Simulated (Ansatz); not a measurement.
# Sr2CdPt2 (Immm): electronic heat capacity and spin susceptibility from the density of states

These are results of DFT r2SCAN, scalar-relativistic, plane waves, PAW (Ansatz), not measurements.

Cutoff 500 eV; k points 10×10×10 on the computed 5-atom cell (Γ-centred); Gaussian smearing, width 0.10 eV; no spin polarisation.

Relaxed cell: Immm, a = 4.540 Å, b = 5.983 Å, c = 9.164 Å, α = 90.00°, β = 90.00°, γ = 90.00°, 5 atoms in the primitive cell.

The density of states at the Fermi level is 2.462 states/eV in the cell of 5 atoms (1 formula unit; both spins, tetrahedra on a 15×15×15 mesh).

**Question.** What Sommerfeld coefficient and Pauli susceptibility does this give?

**Answer.** Per formula unit N(E_F) = 2.462 states/eV. γ = (π²/3) k_B² N(E_F) N_A = 2.357 mJ/(mol K²) per state/eV, so γ = 5.8 mJ/(mol K²), a mole of formula units. χ_P = μ_B² N(E_F) N_A = 3.23×10⁻⁵ emu/mol per state/eV gives 8.0×10⁻⁵ emu/mol. This is the bare band result: a measured γ of the same phase is as a rule larger by a factor 1 + λ from phonons and spin fluctuations, the spin part of χ is larger by the Stoner factor, and a measured χ also holds orbital and core terms. N(E_F) at one energy is sensitive to the mesh where the density of states has sharp peaks.

Spin-orbit coupling is left out, which matters for the bands of heavy elements.

Cost: 1 run of about 7.8 core-minutes, on Arm Neoverse V1 (shared hosts).